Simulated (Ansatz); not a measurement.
# Kick test of a cell of CuNi5

The structure comes from a generated guess, relaxed at this level; another structure or a mixture of phases may lie lower.

Level of theory: DFT PBE, scalar-relativistic, plane waves, PAW (Ansatz). Plane waves to 420 eV, a k mesh through Γ of 18×18×4 on the computed 6-atom cell and Gaussian smearing (0.10 eV); collinear spin from starting moments 0.0 0.6 0.6 0.8 0.8 0.8 μB.

The cell below (6 atoms, space group P-6m2 (No. 187)) is relaxed within its symmetry.

```cif
data_structure
_symmetry_space_group_name_H-M 'P 1'
_symmetry_Int_Tables_number 1
_cell_length_a 2.4912
_cell_length_b 2.4912
_cell_length_c 12.3540
_cell_angle_alpha 90.000
_cell_angle_beta 90.000
_cell_angle_gamma 120.000
_cell_volume 66.40
loop_
_atom_site_label
_atom_site_type_symbol
_atom_site_fract_x
_atom_site_fract_y
_atom_site_fract_z
_atom_site_occupancy
Cu1 Cu 0.66667 0.33333 0.00000 1
Ni1 Ni 0.33333 0.66667 0.82966 1
Ni2 Ni 0.33333 0.66667 0.17034 1
Ni3 Ni 0.33333 0.66667 0.50000 1
Ni4 Ni 0.66667 0.33333 0.33489 1
Ni5 Ni 0.66667 0.33333 0.66511 1
```

For the test a repeat of it with 12 atoms (edges 2.49, 2.49, 24.71 Å) was strained at random (σ = 1.5 % a component), the atoms were moved at random (σ = 0.10 Å), and all was relaxed again on a coarse 12×12×1 mesh (in the run’s order of axes) with 0.20 eV smearing, with no symmetry imposed.

The magnetic state reached may not be the lowest.

Q: Does it come back?

A: It returns, within 1 meV/atom of the unmoved cell on that mesh and with the same symmetry when read at 0.1 Å (Ama2 at 0.01 Å, so small strains and shifts remain). No instability shows in this cell; modes of other wave vectors, which need another repeat, aren't tested. Another cell of CuNi5 relaxed alike, in P4/mmm, lies 16 meV/atom lower, so this cell isn't the stable form at this level.
